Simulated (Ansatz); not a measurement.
InGaSbAs in space group Pmm2 (No. 25; Pearson symbol oP8) under volume change, PBEsol (plane waves, PAW; program Ansatz), shape and atoms relaxed at each volume.

```tsv
V (Å³/atom)	E − E(relaxed) (meV/atom)	P (GPa)
26.670	19.1	3.82
27.521	4.5	1.74
28.372	0.0	0.00
29.224	4.0	-1.47
30.075	15.2	-2.70
```

Problem. What does a third-order Birch–Murnaghan fit give for V₀, B₀ and B′?

Solution. V₀ = 28.37 Å³/atom, B₀ = 53.2 GPa, B′ = 4.8.

The start of the workflow was typed in or built on a structure type; neither database checked (COD, Materials Project) lists it. Its standing as an ambient phase is unchecked. The PBEsol relaxation kept the symmetry of its start; whether a distortion lowers the energy is not shown. Spin–orbit coupling is left out wherever it is not named.

Potentials: the earlier of the program's two PAW sets. The files were generated under PBE; for other functionals the program regenerates the frozen cores, and for LDA and PBEsol the local potential too.
